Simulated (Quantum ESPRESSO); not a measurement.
Ag3MoZr3Rh, one composition in several site orders

Computed values, not a measurement. The program is pw.x of Quantum ESPRESSO 7.5 (plane-wave density functional theory). The cell is made up: eight metal atoms on a hexagonal close-packed lattice, with elements, volume, strain and displacements drawn at random and not relaxed, so it may be unstable or far from any real phase. PseudoDojo standard norm-conserving files set the functional (PBE unless stated); there is no spin polarisation or spin-orbit coupling, the Fermi-Dirac width of 0.25 eV means electrons at about 2900 K, and the masses in the input are unused placeholders. A spin test at this wide smearing found no moment, but such smearing suppresses magnetism that the real alloy may have.

The runs put one composition on the sites in different orders. Cell, positions, cutoff, mesh and smearing stay as in the input of run 1; sites are counted in its order. Stress in the tables is positive in tension.

Input of run 1:

```
&control calculation='scf', pseudo_dir='./dojo.nc.sr.pbe.v0_5.standard.upf', outdir='./o', disk_io='minimal', tprnfor=.true., tstress=.true. /
&system ibrav=0, nat=8, ntyp=4, nbnd=76, ecutwfc=87.97787729, nosym=.true., tot_charge=0,
 occupations='smearing', smearing='fd', degauss=0.0183746611
/
&electrons conv_thr=1.470e-08, electron_maxstep=70, mixing_beta=0.5 /
ATOMIC_SPECIES
Ag 1.0 Ag.upf
Mo 1.0 Mo.upf
Rh 1.0 Rh.upf
Zr 1.0 Zr.upf
CELL_PARAMETERS angstrom
-0.0427 5.0979 0.0015
2.8909 -0.0233 4.7729
2.9138 -0.0261 -4.7867
ATOMIC_POSITIONS angstrom
Ag 0.1569 -0.0344 -0.061
Mo 2.851 -0.1533 -0.0735
Zr 2.875 1.6835 -2.3571
Zr 2.8397 1.7343 2.4495
Zr 1.379 2.4686 0.0454
Ag 4.3423 2.5083 0.0407
Rh 1.395 4.3129 -2.3091
Ag 1.3526 4.2224 2.339
K_POINTS automatic
5 5 5 1 1 1
```

| run | elements on sites 1 to 8 | free energy less that of run 1 (eV) | -TS (eV) | pressure (GPa) | stress xx (GPa) | stress yy (GPa) | stress zz (GPa) | stress yz (GPa) | stress xz (GPa) | stress xy (GPa) | iterations |
| --- | --- | --- | --- | --- | --- | --- | --- | --- | --- | --- | --- |
| 1 | Ag Mo Zr Zr Zr Ag Rh Ag | 0.000 | -1.659 | 9.34 | -13.94 | -3.98 | -10.09 | 0.16 | 1.43 | -1.17 | 16 |
| 2 | Zr Zr Rh Ag Ag Ag Zr Mo | -0.082 | -1.473 | 8.89 | -10.48 | -7.76 | -8.44 | -0.95 | -0.77 | 0.32 | 16 |
| 3 | Ag Mo Rh Ag Zr Zr Ag Zr | -1.146 | -1.454 | 8.58 | -11.58 | -4.70 | -9.46 | -1.08 | -2.28 | 0.22 | 17 |
| 4 | Zr Zr Ag Rh Mo Ag Zr Ag | 0.065 | -1.572 | 8.98 | -14.40 | -1.68 | -10.85 | -0.21 | 1.53 | -0.01 | 16 |
| 5 | Zr Ag Zr Ag Rh Ag Zr Mo | -0.655 | -1.439 | 8.89 | -11.09 | -6.04 | -9.55 | -1.31 | -0.22 | -0.26 | 16 |
| 6 | Ag Zr Zr Ag Rh Zr Ag Mo | -0.821 | -1.468 | 8.49 | -11.59 | -5.90 | -7.96 | 0.93 | -3.73 | -0.20 | 16 |

Forces Fx Fy Fz (eV/Å):

```
site             run 1              run 2              run 3              run 4              run 5              run 6
   1  -1.88 -0.29 0.56    -2.20 0.31 1.42    -1.98 0.25 0.43    -1.83 0.68 0.67   -1.54 -0.12 0.54    -1.63 0.02 0.33
   2    0.88 0.68 0.06     1.70 1.06 0.67     1.52 0.15 0.70     1.34 0.70 1.41     1.59 0.50 0.95     0.44 0.10 1.18
   3  -0.71 -0.65 0.25    0.16 -0.04 0.07    0.20 0.25 -0.19    0.12 0.37 -0.02     0.63 0.50 0.40   -0.02 0.46 -0.58
   4  0.74 -0.54 -0.57  -0.27 -0.12 -0.51   0.31 -0.71 -0.50   0.24 -0.18 -0.23   -0.10 0.01 -0.54   0.15 -0.26 -0.41
   5   0.86 0.33 -0.20    0.47 -0.15 0.15   1.38 -0.45 -0.75    0.64 0.05 -0.14     0.26 0.08 0.11     0.55 0.24 0.29
   6   -0.40 0.39 0.24  -0.12 -0.41 -0.08   -0.98 -0.56 0.89  -0.21 -0.44 -0.02  -0.38 -0.01 -0.09    0.68 0.37 -0.24
   7  0.18 -0.36 -0.82   0.39 -0.90 -2.06  -0.17 -0.22 -1.19  -0.75 -0.92 -1.95  -0.22 -1.06 -1.33  -0.71 -0.73 -1.10
   8    0.32 0.44 0.47    -0.14 0.24 0.34    -0.28 1.28 0.61    0.46 -0.25 0.28   -0.25 0.11 -0.04    0.53 -0.19 0.54
```

The sites are displaced and not relaxed, so the energy differences mix bonding between neighbours with strain and are not ordering energies. A rerun of one cell of this series at a higher cutoff and on a denser mesh moved values by no more than 0.005 eV in energy, 0.05 GPa in stress and 0.011 eV/Å in force, and a second program with other atomic files agreed on that cell to 2 % rms in force and 0.5 GPa in pressure.